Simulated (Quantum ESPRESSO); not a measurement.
Simulation results for Si7C (made-up cell)

All values are calculated (Quantum ESPRESSO 7.5). Calculation on a made-up crystal cell, not a measurement: periodic Kohn-Sham density functional theory in plane waves with PseudoDojo standard norm-conserving scalar-relativistic pseudopotentials, each functional with its own files (v0.5 for PBE, v0.4.1 for LDA and PBEsol), no spin polarisation, no spin-orbit coupling, atoms not relaxed, stress positive in tension, energies less a fixed whole-eV offset for each atom's element; levels are Kohn-Sham levels at fractions of this cell's reciprocal vectors, counted from the reference band (half the neutral cell's valence electrons, rounded up) at Gamma; error bars cover cutoff and k-mesh only, not smearing or the files; added strain carries the atoms with the cell, and shear is the tensor component; each bar is the largest change over components, and at least 0.002 eV, 0.002 eV per angstrom or 0.02 GPa; energies are for the whole cell, and the offsets were chosen from early runs and are not element reference energies.

Entry: Si7C (made-up cell)

```cif
# cell vector a (Å): 5.5292 0.0508 -0.0372
# cell vector b (Å): 0.0508 5.5483 -0.0266
# cell vector c (Å): -0.0372 -0.0266 5.6231
data_Si7C
_symmetry_space_group_name_H-M 'P 1'
_symmetry_Int_Tables_number 1
_cell_length_a 5.5296
_cell_length_b 5.5486
_cell_length_c 5.6233
_cell_angle_alpha 90.549
_cell_angle_beta 90.767
_cell_angle_gamma 88.947
_cell_volume 172.48
loop_
_atom_site_label
_atom_site_type_symbol
_atom_site_fract_x
_atom_site_fract_y
_atom_site_fract_z
_atom_site_occupancy
Si1 Si 0.00616 0.00499 0.99261 1
C1 C 0.00742 0.47346 0.50232 1
Si2 Si 0.50274 0.00229 0.49867 1
Si3 Si 0.49617 0.51164 0.00508 1
Si4 Si 0.24558 0.25660 0.24719 1
Si5 Si 0.26063 0.75613 0.75183 1
Si6 Si 0.75680 0.25333 0.75241 1
Si7 Si 0.75994 0.74542 0.26722 1
```

Settings of this run: lattice type zincblende/diamond, functional pbe, cutoff 1116 eV, fermi dirac smearing 0.025 eV, scf tolerance 1e-07 eV, electrons removed 0 and k mesh 4 x 4 x 4, shifted by half a step.

Results for Si7C (made-up cell): free energy less offsets 2.145 eV; smearing term minus ts -6.192e-06 eV; scf iterations 12; pressure -11.05 GPa; stress xx 10.36 GPa; stress yy 10.66 GPa; stress zz 12.13 GPa; stress yz -0.5327 GPa; stress xz -2.085 GPa; stress xy 1.327 GPa; reference band 16; error bar energy 0.01484 eV; error bar stress 0.05144 GPa; error bar force 0.005789 eV/Å; error bar next band up 0.002 eV; error bars from tighter rerun of this cell.

Atoms:
| atoms element | atom site | atom energy offset (eV) |
| --- | --- | --- |
| Si | 1 | -115 |
| C | 2 | -163 |
| Si | 3 | -115 |
| Si | 4 | -115 |
| Si | 5 | -115 |
| Si | 6 | -115 |
| Si | 7 | -115 |
| Si | 8 | -115 |

Forces:
| site | x (eV/Å) | y (eV/Å) | z (eV/Å) |
| --- | --- | --- | --- |
| 1 | -0.29 | -0.5183 | 0.7219 |
| 2 | -0.1723 | 0.6727 | -0.209 |
| 3 | 0.07075 | 0.1945 | 0.1692 |
| 4 | 0.6766 | -0.3735 | 0.2572 |
| 5 | -0.8238 | 0.8479 | 1.301 |
| 6 | -1.09 | -0.9157 | -1.2 |
| 7 | 0.509 | 1.084 | -1.242 |
| 8 | 1.12 | -0.9917 | 0.2016 |

Levels:
| level k point | next band up (eV) |
| --- | --- |
| Gamma | 0.2538 |
| (1/2,1/2,1/2) | -0.2932 |
| (0.15,0,0) | 0.4178 |
| (0,0.15,0) | 0.4181 |
| (0,0,0.15) | 0.4192 |
